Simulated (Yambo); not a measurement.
## Optical response of PtCu

```xyz
2
Lattice="1.3623 0.7865 4.2445 -1.3623 0.7865 4.2445 0.0000 -1.5730 4.2445" Properties=species:S:1:pos:R:3 pbc="T T T"
Cu     0.0000     0.0000     0.0000
Pt     0.0000     0.0000     6.3667
```

Yambo, RPA with local fields on PBEsol bands; 14×14×14 mesh, 49 bands, 4 Ry local-field block, 0.25 eV broadening; field along z.

```csv
E (eV),Im ε,"Im ε, independent particles"
0.6,57.5,58.2
1.1,37.5,38.1
1.6,22.3,22.7
2.1,16.9,17.3
2.6,11.9,12.2
3.1,9.60,9.92
3.6,8.00,8.29
4.1,6.24,6.54
4.6,5.34,5.70
5.1,5.17,5.60
5.6,4.67,5.03
6.1,4.88,5.22
6.6,4.66,5.05
7.1,4.21,4.54
7.6,3.89,4.20
8.1,3.80,4.03
8.6,3.31,3.53
9.1,3.26,3.55
9.6,3.43,3.73
10.1,3.13,3.42
10.6,3.01,3.33
11.1,2.96,3.26
11.6,2.90,3.21
12.1,2.95,3.30
12.6,2.64,2.99
13.1,2.52,2.89
13.6,2.30,2.66
14.1,2.22,2.58
14.6,2.02,2.36
15.1,1.81,2.12
15.6,1.78,2.09
16.1,1.64,1.95
16.6,1.48,1.82
17.1,1.51,1.88
17.6,1.46,1.86
18.1,1.42,1.83
18.6,1.44,1.86
19.1,1.50,1.95
19.6,1.66,2.14
```

Only interband transitions are included: the Drude term is missing, so nothing below about 0.6 eV and no real part is shown. Peak heights and small wiggles depend on the k mesh.

Spin-orbit coupling is left out; for elements this heavy it splits bands near the Fermi level.

Geometry of the Materials Project entry, not relaxed at this level.

The structure is a Materials Project entry; no match was found in the copy of COD used, and its stability was not checked.
